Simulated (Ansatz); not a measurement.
Starting structure of a cell relaxation (symmetry kept):

```
V Ir
1.0
     3.81200    0.00000    0.00000
     0.00000    3.81200    0.00000
     0.00000    0.00000    3.81200
V Ir
1 3
Direct
  0.00000 0.00000 0.00000
  0.00000 0.50000 0.50000
  0.50000 0.00000 0.50000
  0.50000 0.50000 0.00000
```

All numbers below come from DFT r2SCAN, scalar-relativistic, plane waves, PAW in Ansatz 0.2.0.

Plane waves to 500 eV, a k mesh through Γ of 12×12×12 on the computed 4-atom cell and Gaussian smearing (0.10 eV); no spin polarisation.

Question: What does it relax to?

Answer: The volume goes down by 0.03 Å³/atom to 13.82 Å³/atom, and the energy changes by under 0.1 meV/atom. Final structure:
```
V Ir
1.0
     3.80951    0.00000    0.00000
     0.00000    3.80951    0.00000
     0.00000    0.00000    3.80951
V Ir
1 3
Direct
  0.00000 0.00000 0.00000
  0.00000 0.50000 0.50000
  0.50000 0.00000 0.50000
  0.50000 0.50000 0.00000
```

Spin–orbit coupling is left out, which can shift energies with elements as heavy as these.

Cost: 1 run of about 1.4 core-minutes, on Arm Neoverse V2 (shared hosts).